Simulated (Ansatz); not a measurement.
C:
```cif
data_C12
_chemical_formula_sum 'C12'
_space_group_name_H-M_alt 'Ibam'
_space_group_IT_number 72
_space_group_name_Hall '-I 2 2c'
_cell_length_a 2.65848
_cell_length_b 5.55041
_cell_length_c 4.65566
_cell_angle_alpha 90.000
_cell_angle_beta 90.000
_cell_angle_gamma 90.000
loop_
_atom_site_label
_atom_site_type_symbol
_atom_site_symmetry_multiplicity
_atom_site_Wyckoff_symbol
_atom_site_fract_x
_atom_site_fract_y
_atom_site_fract_z
_atom_site_occupancy
C1 C 8 j 0.17432 0.16997 0.00000 1
C2 C 4 a 0.00000 0.00000 0.25000 1
```
(The calculation used a cell of 6 atoms; values per cell refer to that cell.)

Relaxed with r²SCAN. r²SCAN (plane waves, PAW; program Ansatz) gives a gap of 3.16 eV.

### Question
What gap does HSE06 give on the same cell (Ansatz, PAW)?

### Answer
3.96 eV, 0.80 eV more. The hybrid was solved on a coarser mesh and at special points; its gap is the smallest among all of these.

Cost on shared cores: the r²SCAN run (SCF on a 12×12×12 mesh, then bands and DOS) roughly 100 core-seconds, the HSE06 run (SCF on 7×7×7, then a few points) very roughly 80 core-seconds; the tasks are unlike.

The start of the workflow was typed in or built on a structure type; neither database checked (COD, Materials Project) lists it. It is not the phase usual at ambient conditions (space group No. 194, 227). Symmetry was held in the r²SCAN relaxation; whether a distortion lowers the energy is not shown. The volume moved by 19 % from the start of the relaxation.

Potentials: the earlier of the program's two PAW sets.
